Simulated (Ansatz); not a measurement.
Consider the following.

Relaxed HfO₂ (tetragonal-ZrO2 type, space group P4_2/nmc):

```yaml
crystal:
  lattice:
    - [3.60482, 0.00000, 0.00000]
    - [0.00000, 3.60482, 0.00000]
    - [0.00000, 0.00000, 5.26502]
  atoms:
    - { symbol: Hf, position: [0.00000, 0.00000, 0.00000] }
    - { symbol: Hf, position: [0.50000, 0.50000, 0.50000] }
    - { symbol: O, position: [0.00000, 0.50000, 0.19324] }
    - { symbol: O, position: [0.00000, 0.50000, 0.69324] }
    - { symbol: O, position: [0.50000, 0.00000, 0.30676] }
    - { symbol: O, position: [0.50000, 0.00000, 0.80676] }
```

In each cell atom 6 (O, nearest neighbour Hf at 2.070 Å; its periodic images, 3.6 Å or more away, move with it) moves by s·(0.707, 0.707, 0.000) (along Cartesian [110]), the rest being held.

Computed with PBE (plane waves to 420 eV, PAW, scalar-relativistic; Ansatz, a program for electronic structure). k mesh 7×7×5 (Γ-centred), Fermi-Dirac smearing 0.05 eV. E stands for the smeared free energy. Left out: 4 of 11 points, with atoms too close for the PAW data. HfO2 is run without spin polarisation. HfO2 was relaxed with its symmetry unable to fall. Spin-orbit coupling is left out, though Hf is heavy. The PAW data are Ansatz's earlier set. This is a high-temperature form of HfO2. The zero of ΔE is the undisplaced structure.

The scan covers s from -0.372 to 0.372 Å in 7 points.

Is this a single well or a double well?

A single well with its minimum at or next to zero displacement.

Is the energy the same for equal positive and negative displacements?

Even: the same for both signs. With its periodic images moving along, the atom's site symmetry in this cell is mm2.

What is the force constant k = d²E/ds² of this move at s = 0?

11.4 eV/Å².

(A displaced cell: forces are minus the slopes of the energy, force constants its curvatures, and phonons follow from these.)
